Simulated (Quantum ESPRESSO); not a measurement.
```cif
data_PtS2
_chemical_formula_sum 'S2 Pt1'
_space_group_name_H-M_alt 'P-3m1'
_space_group_IT_number 164
_space_group_name_Hall '-P 3 2"'
_cell_length_a 3.58250
_cell_length_b 3.58250
_cell_length_c 4.66018
_cell_angle_alpha 90.000
_cell_angle_beta 90.000
_cell_angle_gamma 120.000
loop_
_atom_site_label
_atom_site_type_symbol
_atom_site_symmetry_multiplicity
_atom_site_Wyckoff_symbol
_atom_site_fract_x
_atom_site_fract_y
_atom_site_fract_z
_atom_site_occupancy
S1 S 2 d 0.33333 0.66667 0.25865 1
Pt1 Pt 1 a 0.00000 0.00000 0.00000 1
```

Cell and atoms were relaxed with PBE+D3(BJ) from Materials Project entry mp-762, within its symmetry.

Q: What does norm-conserving PBE (Quantum ESPRESSO, 84 Ry, no spin-orbit coupling) give for the electronic structure near the Fermi level?

A: At this level the gap is closed or nearly so: along the path the highest valence and lowest conduction bands touch, or overlap by less than 0.6 eV, a zero-gap or semimetallic result; the valence top lies at Γ, the conduction bottom at 58 % of the way from H to A. Semilocal functionals close the gaps of some narrow-gap semiconductors, so this alone doesn't show that the compound has none. Spin-orbit coupling is left out, which matters for elements this heavy: edges can move by tenths of an eV.
